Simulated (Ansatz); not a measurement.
CsCd$_{4}$As$_{3}$: relaxation (Ansatz)

The input file (Ansatz 0.2.0, plane waves):

```yaml
crystal:
  lattice:
    - [4.557885, 0.0, 0.0]
    - [0.0, 4.557885, 0.0]
    - [0.0, 0.0, 10.928185]
  atoms:
    - { symbol: Cs, position: [0.0, 0.0, 0.5] }
    - { symbol: Cd, position: [0.0, 0.5, 0.16323] }
    - { symbol: Cd, position: [0.5, 0.0, 0.16323] }
    - { symbol: Cd, position: [0.0, 0.5, 0.83677] }
    - { symbol: Cd, position: [0.5, 0.0, 0.83677] }
    - { symbol: As, position: [0.5, 0.5, 0.3015] }
    - { symbol: As, position: [0.5, 0.5, 0.6985] }
    - { symbol: As, position: [0.0, 0.0, 0.0] }
  symmetry: { tolerance: 0.0003 }
kpoints:
  mp_grid: { grid: [4, 4, 2], shift: [0, 0, 0] }
magnetization:
  spin_polarized: false
scf:
  occupations: { method: fermi_dirac, width: 0.086 }
  mixing: { preconditioner: ldos }
  initial_density: { chi_scale: 0.3 }
hamiltonian:
  pseudopotentials: { kind: paw }
  xc: pbesol
basis:
  ecutwfc: 420
  ecutrho_ratio: 6
output:
  forces: true
  stress: true
  eigenvalues: true
  write_density: true
  write_potential: true
  elf: true
  volumetric_format: npy
relax:
  max_steps: 40
  cell: {}
```

Run with:

```bash
ansatz run input.yaml --threads 1 --pin off --max-ram 2560MiB --backend cpu --events-out ev --progress --plain --runs-dir out
```

Origin of the cell: a database entry, scaled a little.

Output (shortened):

```
Pseudopotentials: kind: paw
Pseudopotential: Cs, paw, valence charge 9, recommended cutoff 420 eV (normal), Cs.paw.azcp
Pseudopotential: Cd, paw, valence charge 20, recommended cutoff 420 eV (normal), Cd.paw.azcp
Pseudopotential: As, paw, valence charge 15, recommended cutoff 420 eV (normal), As.paw.azcp
Functional definition: PBEsol
  exchange = pbesol_x
  correlation = pbesol_c
Crystal: 8 atoms, lattice volume = 227.026 Å³
Basis set: ecut = 420 eV, 4405 PW (Γ), exchange–correlation on 80×80×180 points (8 copies of the dense FFT grid, shifted against one another)
Bands: 81, of which v1, the nominal top of the filled ones, is band 67 counted from 1 (66 counted from 0)
Symmetry: 16 space group operations
Space group: P4/mmm (ITA 123), of the structure as read, at distance tolerance 1.8e-3 Å
k-points: 12 of 32
[… 8 lines left out …]
Initial density: superposition of atomic densities (chi_scale 0.3, normalization cell, long waves kept (reshape's long-wave potential 0.93 eV rms))
Functional: x = pbesol(κ = 0.804, μ = 0.123457), c = pbesol(β = 0.046)
SCF iter   1: F=—  HF=-52790.343580 eV  Δρ=1.11e-1  dr2=2.66e2  defer=6
SCF iter   2: F=—  HF=-52770.623265 eV  Δρ=8.36e-2  dr2=2.81e1  defer=26
SCF iter   3: F=—  HF=-52764.621431 eV  Δρ=3.48e-2  dr2=6.76e0  defer=35
SCF iter   4: F=—  HF=-52763.016908 eV  Δρ=1.01e-2  dr2=9.60e-1  defer=36
SCF iter   5: F=—  HF=-52762.818215 eV  Δρ=4.06e-3  dr2=3.95e-1  defer=41
SCF iter   6: F=—  HF=-52762.747439 eV  Δρ=1.86e-3  dr2=4.09e-2  defer=41
SCF iter   7: F=—  HF=-52762.734402 eV  Δρ=5.12e-4  dr2=2.36e-3  defer=43
SCF iter   8: F=—  HF=-52762.733872 eV  Δρ=1.76e-4  dr2=8.51e-5  defer=43
SCF iter   9: F=—  HF=-52762.733876 eV  Δρ=2.85e-5  dr2=1.81e-6  defer=43
SCF iter  10: F=—  HF=-52762.733877 eV  Δρ=8.82e-6  dr2=3.26e-7  defer=43
SCF iter  11: F=-52762.733877 eV  HF=-52762.733877 eV  Δρ=1.89e-6  dr2=7.97e-9
relax step   1: F+E_penalty+E_count = -52762.733877 eV  Δ(F+E_penalty+E_count) = +0.000e0 eV  max|allowed force component| = 2.558e-1 eV/Å  Δτ_max = 0.0000 Å  P = -2.060 GPa  Ω = 227.026 Å³ […]
relax step   2: F+E_penalty+E_count = -52762.739862 eV  Δ(F+E_penalty+E_count) = -5.985e-3 eV  max|allowed force component| = 2.308e-1 eV/Å  Δτ_max = 0.0877 Å  P = +1.565 GPa  Ω = 213.614 Å³ […]
relax step   3: F+E_penalty+E_count = -52762.808054 eV  Δ(F+E_penalty+E_count) = -6.819e-2 eV  max|allowed force component| = 1.359e-2 eV/Å  Δτ_max = 0.0798 Å  P = -0.243 GPa  Ω = 217.718 Å³ […]
relax step   4: F+E_penalty+E_count = -52762.811084 eV  Δ(F+E_penalty+E_count) = -3.030e-3 eV  max|allowed force component| = 1.157e-2 eV/Å  Δτ_max = 0.0178 Å  P = -0.088 GPa  Ω = 216.173 Å³ […]
relax step   5: F+E_penalty+E_count = -52762.812542 eV  Δ(F+E_penalty+E_count) = -1.457e-3 eV  max|allowed force component| = 2.950e-3 eV/Å  Δτ_max = 0.0175 Å  P = +0.036 GPa  Ω = 214.761 Å³ […]
relax step   6: F+E_penalty+E_count = -52762.812667 eV  Δ(F+E_penalty+E_count) = -1.252e-4 eV  max|allowed force component| = 1.375e-3 eV/Å  Δτ_max = 0.0003 Å  P = +0.021 GPa  Ω = 214.789 Å³ […]
relax step   7: F+E_penalty+E_count = -52762.810752 eV  Δ(F+E_penalty+E_count) = +1.915e-3 eV  max|allowed force component| = 1.304e-3 eV/Å  Δτ_max = 0.0000 Å  P = +0.022 GPa  Ω = 214.789 Å³  stress off target by 3.41e-2 GPa […]
SCF 7 converged in 6 iterations: F = -52762.810752 eV  dr2 = 3.47e-11
basis re-selected at this cell: Δ(F+E_penalty+E_count) = +1.915e-3 eV, ΔP = +0.001 GPa vs the last step (what re-selecting the basis moved, of the pressure what is left beyond the Pulay corre […]
SCF converged after 6 iterations
Free energy (F): -52762.810752 eV
Harris-Foulkes:  -52762.810752 eV  (|F-HF|=1.46e-11)
Internal energy: -52762.785781 eV  (E = F + TS)
E sigma→0 (E₀):  -52762.798266 eV
Entropy (-TS):   -0.024971 eV (-3.121 meV/atom)
Fermi energy:    9.934933 eV
--- Per-component energies (eV) ---
  E_band       = -2639.000172
  E_kinetic    = 2472.511424
  E_local      = -25903.854364  (includes V_loc(G=0)·N_el)
  E_nonlocal   = -1829.481307
  E_hartree    = 12677.680333
  E_xc         = -1111.798892
  E_vxc        = -1249.678989  (∫ρ·V_xc dr)
  E_paw        = -26415.869193  (= ΣΔE_a)
  E_vpaw       = -1483.857835  (= ΣTr[D̂ρ^β])
  E_aug_tail   = -0.000008  (compensation charges beyond the density's cutoff)
  E_ewald      = -12656.385057
  E_core_change = 4.411285  (= ΣΔE_core)
  E_smearing   = -0.024971  (= −TS)
  Σ components = -52762.810752   (vs F -52762.810752, Δ=0.00e0)
--- Forces (eV/Å), atoms counted from 1 ---
  atom   1  Cs    -0.000000    -0.000000     0.000000
  atom   2  Cd     0.000000    -0.000000    -0.001304
  atom   3  Cd    -0.000000     0.000000    -0.001304
  atom   4  Cd    -0.000000    -0.000000     0.001304
  atom   5  Cd     0.000000     0.000000     0.001304
  atom   6  As    -0.000000     0.000000     0.001028
  atom   7  As     0.000000     0.000000    -0.001028
  atom   8  As    -0.000000    -0.000000     0.000000
  max |Σ_I F_I| component: 0.0 eV/Å
--- Stress (GPa, compression-positive) ---
        0.034145       0.000000       0.000000
        0.000000       0.034145       0.000000
        0.000000       0.000000      -0.001627
  P = ⅓ Tr σ = 0.0222 GPa (0.222 kbar)
--- Relaxed structure (6 steps of the walk, 6 accepted, 1 SCFs on fresh bases) ---
  F+E_penalty+E_count = -52762.810752 eV   max|allowed force component| = 1.304e-3 eV/Å   (the final SCF, on the basis selected at the relaxed cell)
  cell:  # Å, volume = 214.7892 Å³
    - [4.506556, 0.0, 0.0]
    - [0.0, 4.506556, 0.0]
    - [0.0, 0.0, 10.576034]
  atoms:
    - { symbol: Cs, position: [0.0, 0.0, 0.5] }
    - { symbol: Cd, position: [0.0, 0.500000, 0.163584] }
    - { symbol: Cd, position: [0.500000, 0.0, 0.163584] }
    - { symbol: Cd, position: [0.0, 0.500000, 0.836416] }
    - { symbol: Cd, position: [0.500000, 0.0, 0.836416] }
    - { symbol: As, position: [0.500000, 0.500000, 0.304005] }
    - { symbol: As, position: [0.500000, 0.500000, 0.695995] }
    - { symbol: As, position: [0.0, 0.0, -3.577e-19] }
```

Caveats: the k mesh is coarse if the cell is a metal; the relaxation held the start's symmetry, so the end may be a saddle point.

It ran for 100 s on 1 thread of Arm Neoverse V2, with other jobs on the host, peak memory 0.65 GiB, from the program's own first density.
